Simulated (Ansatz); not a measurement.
AlPO4:
```xyz
12
Lattice="5.3173 0.0000 0.0000 -2.6587 4.6049 0.0000 0.0000 0.0000 8.6747" Properties=species:S:1:pos:R:3 pbc="T T T"
Al     0.0000     3.0700     0.5357
Al     2.6587     1.5350     4.8731
P      2.6587     1.5350     8.1282
P      0.0000     3.0700     3.7908
O     -1.2455     2.3508     4.2994
O      2.6587     0.0968     8.6367
O      1.2455     2.3508     4.2994
O      3.9042     2.2541     8.6367
O      0.0000     4.5082     4.2994
O      1.4131     2.2541     8.6367
O      0.0000     3.0700     2.2655
O      2.6587     1.5350     6.6028
```

Relaxed with PBEsol.

Task: Give the Bader charges and basin volumes of the independent atoms, plane-wave PAW PBEsol (Ansatz code).

Result: 

```tsv
atom	Bader charge (e)	Bader volume (Å³)
Al1	+2.58	3.6
P3	+3.85	2.9
O5	-1.61	18.9
O11	-1.61	18.9
```

Space group P6_3mc. The workflow started from a Materials Project entry (that database holds measured and hypothetical structures alike); the Crystallography Open Database files this formula in space group No. 186, but the cells were not matched. Whether it is the stable phase at ambient conditions was not checked. The PBEsol relaxation kept the symmetry of its start; its stability against distortions is not shown here.

Potentials: the later of the program's two PAW sets.
